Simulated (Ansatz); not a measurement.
Sr (fcc, Cu type)

```yaml
crystal:
  lattice:
    - [0.00000, 3.05008, 3.05008]
    - [3.05008, 0.00000, 3.05008]
    - [3.05008, 3.05008, 0.00000]
  atoms:
    - { symbol: Sr, position: [0.00000, 0.00000, 0.00000] }
```

E(V) scan at fixed shape, V₀ the volume above. Symmetry pins the atoms to their sites.

Computed with r2SCAN (plane waves to 500 eV, PAW, scalar-relativistic; Ansatz, a first-principles code). k mesh 13×13×13 (Γ-centred), Fermi-Dirac smearing 0.05 eV. Energies are smeared free energies. Compression counts positive. Sr was relaxed with its symmetry unable to fall. The PAW data are Ansatz's earlier set. The zero of ΔE is the relaxed starting cell. The last digit holds for this mesh only.

```json
[
 {"V (Å³/atom)": "53.345", "ΔE (meV/atom)": "8.2"},
 {"V (Å³/atom)": "53.912", "ΔE (meV/atom)": "5.6"},
 {"V (Å³/atom)": "54.480", "ΔE (meV/atom)": "withheld"},
 {"V (Å³/atom)": "55.047", "ΔE (meV/atom)": "2.0"},
 {"V (Å³/atom)": "55.615", "ΔE (meV/atom)": "0.9"},
 {"V (Å³/atom)": "56.182", "ΔE (meV/atom)": "0.2"},
 {"V (Å³/atom)": "56.750", "ΔE (meV/atom)": "0.0"},
 {"V (Å³/atom)": "57.317", "ΔE (meV/atom)": "0.2"},
 {"V (Å³/atom)": "57.885", "ΔE (meV/atom)": "0.8"},
 {"V (Å³/atom)": "58.452", "ΔE (meV/atom)": "1.8"},
 {"V (Å³/atom)": "59.020", "ΔE (meV/atom)": "3.1"},
 {"V (Å³/atom)": "59.587", "ΔE (meV/atom)": "4.8"},
 {"V (Å³/atom)": "60.155", "ΔE (meV/atom)": "6.9"}
]
```

Task: Fit a third-order Birch-Murnaghan form (E₀, V₀, B₀, B₀′ free) to the given rows and predict ΔE at V = 54.480.

Result: Least squares on the 12 given rows: ΔE = E₀ + (9V₀B₀/16)·y²·[2 + (B₀′ − 4)y], y = (V₀/V)^(2/3) − 1, with V₀ = 56.766 Å³/atom, B₀ = 11.75 GPa (160.2 GPa = 1 eV/Å³; the term in eV is multiplied by 1000), B₀′ = 2.89, E₀ = 0.00 meV/atom; root-mean-square residual 0.02 meV/atom. At 54.480 the fit gives 3.6 meV/atom; the calculation gives 3.6 meV/atom, the same to the digits shown. For the pressure the fit gives 0.5 GPa against the computed 0.5 GPa.

(A scan under strain: stresses follow from slopes of the energy per volume, elastic moduli from its curvatures.)
